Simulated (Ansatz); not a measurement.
KTaO3 (cubic perovskite)

```
KTaO3
1.0
    3.98419     0.00000     0.00000
    0.00000     3.98419     0.00000
    0.00000     0.00000     3.98419
K Ta O
1 1 3
Direct
  0.00000   0.00000   0.00000
  0.50000   0.50000   0.50000
  0.00000   0.50000   0.50000
  0.50000   0.50000   0.00000
  0.50000   0.00000   0.50000
```

This relaxed cell (volume V₀) is scaled evenly in all directions, its shape held. Symmetry pins the atoms to their sites.

These are PBEsol (plane waves to 420 eV, PAW, scalar-relativistic; Ansatz, an electronic-structure program) values and carry that method's errors. k mesh 8×8×8 (Γ-centred), Fermi-Dirac smearing 0.05 eV. Stress and pressure are positive under compression. KTaO3 is run without spin polarisation. KTaO3 was relaxed with its symmetry unable to fall. Spin-orbit coupling is left out, though Ta is heavy. The PAW data are Ansatz's earlier set.

At one point of the scan the stress tensor (GPa) is:

```
    6.6      0.0      0.0
    0.0      6.6      0.0
    0.0      0.0      6.6
```

Which point is it?
A) V/V₀ = 0.970
B) V/V₀ = 0.990
C) V/V₀ = 0.950
D) V/V₀ = 0.960

A, V/V₀ = 0.970

(A scan under strain: stresses follow from slopes of the energy per volume, elastic moduli from its curvatures.)
